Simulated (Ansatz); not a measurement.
Consider the following.

TaSb3O8:
```yaml
crystal:
  lattice:
    - [4.89617, 0.00000, 0.00000]
    - [0.00000, 5.50640, 0.00000]
    - [-4.86722, 0.00000, 11.86507]
  atoms:
    - { symbol: Ta, position: [0.85722, 0.38059, 0.35799] }
    - { symbol: Ta, position: [0.85722, 0.61941, 0.85799] }
    - { symbol: Sb, position: [0.34987, 0.11900, 0.85480] }
    - { symbol: Sb, position: [0.34987, 0.88100, 0.35480] }
    - { symbol: Sb, position: [0.56342, 0.72408, 0.10683] }
    - { symbol: Sb, position: [0.56342, 0.27592, 0.60683] }
    - { symbol: Sb, position: [0.15292, 0.77123, 0.60596] }
    - { symbol: Sb, position: [0.15292, 0.22877, 0.10596] }
    - { symbol: O, position: [0.34792, 0.06968, 0.00979] }
    - { symbol: O, position: [0.34792, 0.93032, 0.50979] }
    - { symbol: O, position: [0.17207, 0.42958, 0.50824] }
    - { symbol: O, position: [0.17207, 0.57042, 0.00824] }
    - { symbol: O, position: [0.36086, 0.09885, 0.69635] }
    - { symbol: O, position: [0.36086, 0.90115, 0.19635] }
    - { symbol: O, position: [0.53326, 0.40235, 0.19786] }
    - { symbol: O, position: [0.53326, 0.59765, 0.69786] }
    - { symbol: O, position: [0.09400, 0.83187, 0.80119] }
    - { symbol: O, position: [0.09400, 0.16813, 0.30119] }
    - { symbol: O, position: [0.00803, 0.66745, 0.29840] }
    - { symbol: O, position: [0.00803, 0.33255, 0.79840] }
    - { symbol: O, position: [0.68621, 0.89203, 0.90260] }
    - { symbol: O, position: [0.68621, 0.10797, 0.40260] }
    - { symbol: O, position: [0.62000, 0.60971, 0.40588] }
    - { symbol: O, position: [0.62000, 0.39029, 0.90588] }
```

This is the r²SCAN-relaxed structure. x, y and z are the axes in which the lattice vectors are written.

Question: All from plane-wave PAW r²SCAN (Ansatz code), unless another level is named. Estimate the band gap.

Answer: 2.80 eV (indirect).

Question: What about the smallest direct gap on the standard path?

Answer: 3.10 eV.

Question: And the formation energy from the elements (no fitted shifts)?

Answer: -1.93 eV/atom.

Question: What about the valence-band maximum?

Answer: off the standard path, at k = (0.167, 0.000, 0.177) in fractions of the reciprocal vectors.

Space group Pc. The workflow started from a Materials Project entry (that database holds measured and hypothetical structures alike); the Crystallography Open Database copy checked does not list it. With Ta and Sb taken as one species the cell has the higher symmetry Pna2_1, so it may be an ordered model of a mixed-site phase. Whether it is the stable phase at ambient conditions was not checked. The r²SCAN relaxation kept the symmetry of its start; whether a distortion lowers the energy is not shown. No spin polarisation was allowed. The references are the lowest solids computed at this level, not always the standard phases (solids in place of the gases). Spin–orbit coupling is left out wherever it is not named.

Potentials: the later of the program's two PAW sets.
